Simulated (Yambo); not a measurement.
Yambo run on LiF (rock salt, space group Fm-3m, No. 225). The wavefunctions come from this Quantum ESPRESSO step (PBEsol, PseudoDojo standard norm-conserving files, scalar-relativistic):

```
&CONTROL
  calculation = 'nscf'
  pseudo_dir = './pseudo'
  outdir = './out'
/
&SYSTEM
  ibrav = 0
  nat = 2
  ntyp = 2
  ecutwfc = 84.0
  ecutrho = 336.0
  occupations = 'fixed'
  force_symmorphic = .true.
  nbnd = 66
/
&ELECTRONS
  conv_thr = 2e-09
  diago_full_acc = .true.
  diago_thr_init = 1e-08
/
ATOMIC_SPECIES
Li 6.9400 Li.upf
F 18.9984 F.upf
CELL_PARAMETERS angstrom
  0.000000000000   2.000678029000   2.000678029000
  2.000678029000   0.000000000000   2.000678029000
  2.000678029000   2.000678029000   0.000000000000
ATOMIC_POSITIONS crystal
Li   0.000000000000   0.000000000000   0.000000000000
F   0.500000000000   0.500000000000   0.500000000000
K_POINTS automatic
8 8 8 0 0 0
```

Yambo input:

```
rim_cut
gw0
dyson
el_el_corr
HF_and_locXC
ppa
em1d
RandQpts= 1000000
RandGvec= 1 Ry
EXXRLvcs= 84 Ry
VXCRLvcs= 336 Ry
Chimod= "HARTREE"
% BndsRnXp
 2 | 65 |
%
NGsBlkXp= 14 Ry
% LongDrXp
 1.0 | 1.0 | 1.0 |
%
PPAPntXp= 27.2114 eV
% GbndRnge
 1 | 65 |
%
GTermKind= "BG"
DysSolver= "n"
ExtendOut
% QPkrange
 1 | 1 | 5 | 6 |
 5 | 5 | 5 | 6 |
 20 | 20 | 5 | 6 |
 21 | 21 | 5 | 6 |
 29 | 29 | 5 | 6 |
%
```

k points by index: 1 = Γ, 5 = L, 20 = K, 21 = X, 29 = W.

The o-*.qp file then holds:

```
#    K-point    Band    Eo [eV]    E [eV]    E-Eo [eV]    Vxc [eV]    Vnlxc [eV]    Sc|Eo [eV]    Sc|E [eV]    dSc/dw|Eo [eV]    Re(Z)    Im(Z)
#
    1    5    0.000000    -3.015345    -3.015345    -22.80788    -30.75434    4.283088    4.931116    -5.847776    0.823111    -0.961723E-3
    1    6    9.120950    10.91253    1.791575    -11.87739    -6.808954    -3.052081    -3.276865    -3.414027    0.888523    -0.592026E-3
    5    5    -0.236692    -3.292798    -3.056107    -22.54402    -30.55937    4.300180    4.959247    -5.868053    0.822606    -0.001021
    5    6    10.72930    12.64669    1.917385    -9.924322    -4.659990    -3.121571    -3.346948    -3.198428    0.894822    -0.574084E-3
    20    5    -0.762568    -3.891199    -3.128631    -21.73723    -29.83493    4.298039    4.969065    -5.835957    0.823404    -0.001291
    20    6    14.45964    16.63084    2.171203    -10.90950    -5.176565    -3.287177    -3.561734    -3.440174    0.887754    -0.003087
    21    5    -1.035917    -4.210405    -3.174488    -21.34901    -29.49378    4.282699    4.970288    -5.893873    0.821965    -0.331052E-3
    21    6    14.83077    17.43302    2.602250    -15.00491    -8.667239    -3.339669    -3.735422    -4.137561    0.868006    -0.003005
    29    5    -0.821026    -3.979994    -3.158969    -21.74851    -29.88641    4.299066    4.978939    -5.856386    0.822897    -0.237953E-3
    29    6    15.03740    17.41675    2.379354    -13.07563    -7.017273    -3.331033    -3.679007    -3.979685    0.872401    0.002735
```
(The two width columns are left out.) Convergence of these settings isn't established.

Geometry relaxed with PBEsol.
